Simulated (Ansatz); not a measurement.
Ta$_{4}$N$_{5}$ in space group I4/m (No. 87; Ta on 8h, N on 2b, N on 8h), r²SCAN (plane waves, PAW; program Ansatz), all energies at zero smearing, with the estimated change up to a 700 eV cutoff added, with one set of potentials and settings (totals compare only within such a set). Cell of 9 atoms (4 Ta, 5 N): -41712.776 eV.

| element | reference phase | E (eV/atom) |
|---|---|---|
| Ta | Im-3m, 1 atoms in the cell | -9944.3222 |
| N | Pa-3, 8 atoms in the cell | -384.8315 |

Formation energy per atom, worked out: (-41712.776 − 4×(-9944.3222) − 5×(-384.8315))/9 = -1.259 eV/atom (-121 kJ per mol of atoms), at 0 K, without zero-point energy or fitted corrections.

The first step of the workflow began from a Materials Project structure, measured or hypothetical; the Crystallography Open Database copy checked does not list it. Whether it is the stable phase at ambient conditions was not checked. The r²SCAN relaxation kept the symmetry of its start; its stability against distortions is not shown here. The run is not spin-polarised. The references are the lowest solids computed at this level, not always the standard phases (solids in place of the gases). Spin–orbit coupling is left out wherever it is not named.

Potentials: the later of the program's two PAW sets.
